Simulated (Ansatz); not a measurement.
# Mechanical response of LuSe (Fm-3m)

```
Lu Se
1.0
     0.00000    2.77672    2.77672
     2.77672    0.00000    2.77672
     2.77672    2.77672    0.00000
Lu Se
1 1
Direct
  0.00000 0.00000 0.00000
  0.50000 0.50000 0.50000
```

Computed, not measured; unless marked otherwise by PBEsol, all-electron LAPW in Ansatz 0.2.0, scalar-relativistic. k mesh 14×14×14, Fermi-Dirac smearing of 0.100 eV, basis error target 0.5 meV/atom. The cell was relaxed by PAW under this functional.

The cell is cubic and carries a residual pressure of -0.02 GPa at this level. Each strain component that symmetry leaves independent is applied at ±0.003, the ions relax wherever a strain frees them, and the stress (tension positive, GPa) is read. Shears are engineering strains, γ = 2ε.

```tsv
strain	size	σxx	σyy	σzz	σyz	σxz	σxy
xx	-0.003	-0.7085	-0.0429	-0.0429	0.0000	0.0000	0.0000
xx	+0.003	0.7178	0.0788	0.0788	0.0000	0.0000	0.0000
yz	-0.003	0.0181	0.0177	0.0177	-0.0274	0.0000	0.0000
yz	+0.003	0.0181	0.0177	0.0177	0.0274	0.0000	0.0000
```

A central difference gives one constant, for example C11 ≈ (0.7178 − (-0.7085))/(0.006) = 237.7 GPa; the program then imposes the crystal's symmetry on the whole matrix.

(1) What are the independent elastic constants?

(2) Do they meet the Born conditions?

(3) What moduli does a random aggregate of grains have?

(4) With the density of 9.848 g/cm³, how fast does sound travel, and what Debye temperature follows?

(5) How far do the constants move if PAW replaces LAPW in the same cell?

(6) How do the constants change if the ions are clamped to the homogeneous strain?

(7) What happens at 10 GPa (cell relaxed there)?

## Answers

(1) C11 = 237.7, C12 = 20.3, C44 = 9.1 GPa.

(2) C11 − C12 = 217.4, C11 + 2C12 = 278.3 and C44 = 9.1 GPa must all be positive, so the crystal is elastically stable; that says nothing yet of its phonons.

(3) B = (C11 + 2C12)/3 = 92.8 GPa. G_V = (C11 − C12 + 3C44)/5 = 49.0 and G_R = 5(C11 − C12)C44/(4C44 + 3(C11 − C12)) = 14.4, so G_H = 31.7 GPa. Then E = 9BG/(3B + G) = 85.3 GPa, ν = (3B − 2G)/(6B + 2G) = 0.347 and B/G = 2.93, on the ductile side of Pugh's 1.75 (a rule of thumb).

(4) 

| direction | slow (m/s) | middle (m/s) | fast (m/s) |
| --- | --- | --- | --- |
| [100] | 962 | 962 | 4913 |
| [110] | 962 | 3323 | 3745 |
| [111] | 2769 | 2769 | 3264 |

The mean of v⁻³ over directions and branches gives v_m = 1650 m/s and θ_D = (ħ/k_B) v_m (6π²n)^(1/3) = 177 K, n being atoms per volume. Young's modulus spans 26 to 235 GPa over directions, and the universal anisotropy index is 12.01.

(5) 

```tsv
constant	LAPW (GPa)	PAW (GPa)	difference
C11	237.7	237.7	0.0
C12	20.3	20.3	0.0
C44	9.1	9.1	0.0
```

(6) None moves by more than 0.3 GPa: by symmetry a homogeneous strain puts no force on these sites.

(7) The volume falls to 0.9148 of its value, and C11 = 347.4, C12 = 27.5, C44 = 11.7 GPa (slopes of the stress), in this structure whether or not another phase takes over.

Limits of these numbers: responses of metals move with mesh and smearing; the frozen-core PAW files of the compared runs were fitted under PBE, their cores solved anew for this functional.
